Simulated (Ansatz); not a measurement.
As:
```yaml
crystal:
  lattice:
    - [0.00000, 3.02830, 3.02830]
    - [3.02830, 0.00000, 3.02830]
    - [3.02830, 3.02830, 0.00000]
  atoms:
    - { symbol: As, position: [0.00000, 0.00000, 0.00000] }
    - { symbol: As, position: [0.25000, 0.25000, 0.25000] }
```

This is the r²SCAN-relaxed structure.

All from r²SCAN in the plane-wave PAW code Ansatz, unless another level is named. Give the electronic character.

metallic (no gap).

What about the density of states at the Fermi level?

0.49 states/eV per atom (mean over ±0.08 eV).

Give the gap with spin–orbit coupling.

none (metallic).

Space group Fd-3m (diamond). The start of the workflow was typed in or built on a structure type; neither database checked (COD, Materials Project) lists it. It is not the phase usual at ambient conditions (space group No. 166). The cell was relaxed with r²SCAN under the symmetry of its start. At this level the phase is mechanically unstable. Scalar-relativistic: spin–orbit coupling is off unless named, which matters more the heavier the elements.

Potentials: the later of the program's two PAW sets.
